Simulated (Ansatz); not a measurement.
System: Tl2Ga (fluorite prototype, strained and with displaced atoms), 3 atoms in the cell.

Computed with PBE, all-electron LAPW, point nucleus in Ansatz 0.2.0 development build.

k-mesh 2×2×2 shifted by (0.5, 0.5, 0.5) steps; Fermi–Dirac smearing of 0.15 eV; no spin polarisation; no spin–orbit coupling.

```
Ga Tl
1.0
    -3.52621    0.15660    3.49978
    -0.01922    3.64484    3.63715
    -3.57166    3.55292    0.11114
Ga Tl
1 2
Direct
  0.66766 0.19929 0.00716
  0.79955 0.50396 0.29863
  0.29062 0.00229 0.81640
```

(1) Would the cell expand or shrink if it were free to relax?

(2) Which atom feels the largest force? Give all forces.

Answers

(1) The pressure is 3.92 GPa, so at these settings the cell is compressed and would expand.

(2) Ga1, 2.883 eV/Å.

```csv
atom,Fx (eV/Å),Fy (eV/Å),Fz (eV/Å)
Ga1,1.714,1.727,-1.548
Tl2,-0.102,-0.103,0.128
Tl3,-1.611,-1.624,1.420
```

The k-mesh is coarse, so these values belong to this mesh and can lie far from the converged ones. The elements were drawn onto a prototype; most such cells aren't known phases. Spin–orbit coupling is left out, which matters for 6p elements such as Tl, Pb and Bi.
